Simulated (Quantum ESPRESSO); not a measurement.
# TaTi3ZrSn2Rh: input and log of a self-consistent run

Simulated, not a measurement. The program is pw.x of Quantum ESPRESSO 7.5 (plane-wave density functional theory). The cell is made up: eight metal atoms on a face-centred cubic lattice, with elements, volume, strain and displacements drawn at random and not relaxed, so it may be unstable or far from any real phase. PseudoDojo standard norm-conserving files set the functional (PBE unless stated); there is no spin polarisation or spin-orbit coupling, the Fermi-Dirac width of 0.25 eV means electrons at about 2900 K, and the masses in the input are unused placeholders. The tin pseudopotential is less sure than most, with forces differing by about three percent from a second method on plain tin. Heavy elements are run without spin-orbit coupling, which real alloys of them have. A spin test at this wide smearing found no moment, but such smearing suppresses magnetism that the real alloy may have.

Input:

```
&control calculation='scf', pseudo_dir='./dojo.nc.sr.pbe.v0_5.standard.upf', outdir='./o', disk_io='minimal', tprnfor=.true., tstress=.true. /
&system ibrav=0, nat=8, ntyp=5, nbnd=69, ecutwfc=87.97787729, nosym=.true., tot_charge=0,
 occupations='smearing', smearing='fd', degauss=0.0183746611
/
&electrons conv_thr=1.470e-08, electron_maxstep=70, mixing_beta=0.5 /
ATOMIC_SPECIES
Rh 1.0 Rh.upf
Sn 1.0 Sn.upf
Ta 1.0 Ta.upf
Ti 1.0 Ti.upf
Zr 1.0 Zr.upf
CELL_PARAMETERS angstrom
0.0008 -2.1832 -2.1856
-6.4413 -2.1579 -0.0231
-2.1586 4.2812 -6.4708
ATOMIC_POSITIONS angstrom
Ta 0.0098 -0.1017 0.0748
Ti -2.0905 2.1098 -4.2992
Zr -2.1728 0.0261 -2.1883
Ti -4.2752 2.0947 -6.3772
Sn -4.3792 -0.1323 -4.354
Ti -4.3256 -2.1214 -2.1807
Rh -6.4998 -0.0276 -6.4853
Sn -6.4509 -2.1628 -4.3664
K_POINTS automatic
8 4 3 1 1 1
```

The log is shortened where brackets say so; the opening notice, blank lines, dates and the lines on written files are dropped, and the path of the files is cut. It prints rydbergs, bohrs and kilobars, and counts compression as positive stress. Its total energy is the free energy E - TS of the whole cell.

```
     Program PWSCF v.7.5
     Parallel version (MPI & OpenMP), running on       4 processor cores
     Number of MPI processes:                 4
     Threads/MPI process:                     1
     [start-up lines left out]
     bravais-lattice index     =            0
     lattice parameter (alat)  =       5.8378  a.u.
     unit-cell volume          =    1088.8489 (a.u.)^3
     number of atoms/cell      =            8
     number of atomic types    =            5
     number of electrons       =       106.00
     number of Kohn-Sham states=           69
     kinetic-energy cutoff     =      87.9779  Ry
     charge density cutoff     =     351.9115  Ry
     scf convergence threshold =      1.5E-08
     mixing beta               =       0.5000
     number of iterations used =            8  plain     mixing
     Exchange-correlation= PBE
                           (   1   4   3   4   0   0   0)
     [axes and pseudopotential details left out]
   Cartesian axes
     site n.     atom                  positions (alat units)
         1        Ta     tau(   1) = (   0.0031723  -0.0329211   0.0242133  )
         2        Ti     tau(   2) = (  -0.6767105   0.6829581  -1.3916833  )
         3        Zr     tau(   3) = (  -0.7033516   0.0084488  -0.7083691  )
         4        Ti     tau(   4) = (  -1.3839143   0.6780701  -2.0643474  )
         5        Sn     tau(   5) = (  -1.4175799  -0.0428265  -1.4094224  )
         6        Ti     tau(   6) = (  -1.4002291  -0.6867131  -0.7059089  )
         7        Rh     tau(   7) = (  -2.1040340  -0.0089343  -2.0993402  )
         8        Sn     tau(   8) = (  -2.0882047  -0.7001146  -1.4134364  )
     number of k points=    48  Fermi-Dirac smearing, width (Ry)=  0.0184
                       cart. coord. in units 2pi/alat
        k(    1) = (  -0.0542645  -0.0161961  -0.0721814), wk =   0.0416667
        k(    2) = (   0.0052904  -0.1958885   0.1073355), wk =   0.0416667
     [further k points left out]
     Dense  grid:   121515 G-vectors     FFT dimensions: (  36,  80,  96)
     Estimated max dynamical RAM per process >     411.60 MB
     Estimated total dynamical RAM >       1.52 GB
     Initial potential from superposition of free atoms
     starting charge     105.9883, renormalised to     106.0000
     Starting wfcs are   78 randomized atomic wfcs
     total cpu time spent up to now is        8.2 secs
     per-process dynamical memory:   305.3 Mb
     Self-consistent Calculation
     iteration #  1     ecut=    87.98 Ry     beta= 0.50
     Davidson diagonalization with overlap
     ethr =  1.00E-02,  avg # of iterations =  2.1
     total cpu time spent up to now is       24.4 secs
     total energy              =   -1136.29434293 Ry
     estimated scf accuracy    <       1.86598749 Ry
     iteration #  2     ecut=    87.98 Ry     beta= 0.50
     Davidson diagonalization with overlap
     ethr =  1.76E-03,  avg # of iterations =  4.7
     total cpu time spent up to now is       44.4 secs
     total energy              =   -1136.12538557 Ry
     estimated scf accuracy    <      21.20677416 Ry
     iteration #  3     ecut=    87.98 Ry     beta= 0.50
     Davidson diagonalization with overlap
     ethr =  1.76E-03,  avg # of iterations =  5.6
     total cpu time spent up to now is       64.2 secs
     total energy              =   -1137.15703913 Ry
     estimated scf accuracy    <       7.57476810 Ry
     iteration #  4     ecut=    87.98 Ry     beta= 0.50
     Davidson diagonalization with overlap
     ethr =  1.76E-03,  avg # of iterations =  2.0
     total cpu time spent up to now is       78.3 secs
     total energy              =   -1137.44145168 Ry
     estimated scf accuracy    <       1.17647986 Ry
     iteration #  5     ecut=    87.98 Ry     beta= 0.50
     Davidson diagonalization with overlap
     ethr =  1.11E-03,  avg # of iterations =  1.8
     total cpu time spent up to now is       92.0 secs
     total energy              =   -1137.43945615 Ry
     estimated scf accuracy    <       0.42662120 Ry
     [iterations 6 to 15 left out]
     iteration # 16     ecut=    87.98 Ry     beta= 0.50
     Davidson diagonalization with overlap
     ethr =  3.29E-08,  avg # of iterations =  1.0
     total cpu time spent up to now is      269.9 secs
     total energy              =   -1137.47800586 Ry
     estimated scf accuracy    <       0.00001029 Ry
     iteration # 17     ecut=    87.98 Ry     beta= 0.50
     Davidson diagonalization with overlap
     ethr =  9.71E-09,  avg # of iterations =  1.7
     total cpu time spent up to now is      284.6 secs
     total energy              =   -1137.47800650 Ry
     estimated scf accuracy    <       0.00000128 Ry
     iteration # 18     ecut=    87.98 Ry     beta= 0.50
     Davidson diagonalization with overlap
     ethr =  1.21E-09,  avg # of iterations =  4.2
     total cpu time spent up to now is      300.9 secs
     total energy              =   -1137.47800661 Ry
     estimated scf accuracy    <       0.00000010 Ry
     iteration # 19     ecut=    87.98 Ry     beta= 0.50
     Davidson diagonalization with overlap
     ethr =  9.10E-11,  avg # of iterations =  5.7
     total cpu time spent up to now is      320.0 secs
     total energy              =   -1137.47800663 Ry
     estimated scf accuracy    <       0.00000024 Ry
     iteration # 20     ecut=    87.98 Ry     beta= 0.50
     Davidson diagonalization with overlap
     ethr =  9.10E-11,  avg # of iterations =  2.0
     total cpu time spent up to now is      334.3 secs
     End of self-consistent calculation
     [lines on levels left out]
!    total energy              =   -1137.47800664 Ry
     estimated scf accuracy    <          7.2E-09 Ry
     smearing contrib. (-TS)   =      -0.15117906 Ry
     internal energy E=F+TS    =   -1137.32682758 Ry
     The total energy is F=E-TS. E is the sum of the following terms:
     one-electron contribution =    -346.89339506 Ry
     hartree contribution      =     225.09939005 Ry
     xc contribution           =    -227.82918086 Ry
     ewald contribution        =    -787.70364170 Ry
     convergence has been achieved in  20 iterations
     Forces acting on atoms (cartesian axes, Ry/au):
     atom    1 type  3   force =     0.02396615   -0.00966284    0.01743873
     atom    2 type  4   force =    -0.00459324    0.02419097   -0.02195531
     atom    3 type  5   force =     0.02580819   -0.03348004    0.02677855
     atom    4 type  4   force =    -0.01990704    0.00708807   -0.01140986
     atom    5 type  2   force =     0.02896655    0.05749404   -0.04430206
     atom    6 type  4   force =    -0.01726977   -0.02893420    0.02265632
     atom    7 type  1   force =    -0.00550942    0.01033873   -0.01074548
     atom    8 type  2   force =    -0.03146142   -0.02703473    0.02153911
     Total force =     0.123832     Total SCF correction =     0.000487
     Computing stress (Cartesian axis) and pressure
          total   stress  (Ry/bohr**3)                   (kbar)     P=      -56.51
  -0.00049580   0.00008199  -0.00008200          -72.93       12.06      -12.06
   0.00008199  -0.00031780   0.00013160           12.06      -46.75       19.36
  -0.00008200   0.00013160  -0.00033893          -12.06       19.36      -49.86
     init_run     :      7.65s CPU      8.07s WALL (       1 calls)
     electrons    :    321.94s CPU    326.11s WALL (       1 calls)
     forces       :      2.50s CPU      2.50s WALL (       1 calls)
     stress       :      9.31s CPU      9.31s WALL (       1 calls)
     [timing details left out]
     PWSCF        :   5m41.60s CPU   5m46.21s WALL
     JOB DONE.
```

In other units: free energy -15476.177 eV for the cell, pressure -5.65 GPa, largest force component 1.478 eV/Å in size. The run took 348 s of wall time with four MPI processes on a shared machine (Intel Xeon, 2023 or later, virtual cores), so the time is rough. A rerun of this cell at a higher cutoff and on a denser mesh moved values by no more than 0.005 eV in energy, 0.03 GPa in stress and 0.006 eV/Å in force, and a second program with other atomic files agreed on that cell to 2 % rms in force and 0.5 GPa in pressure.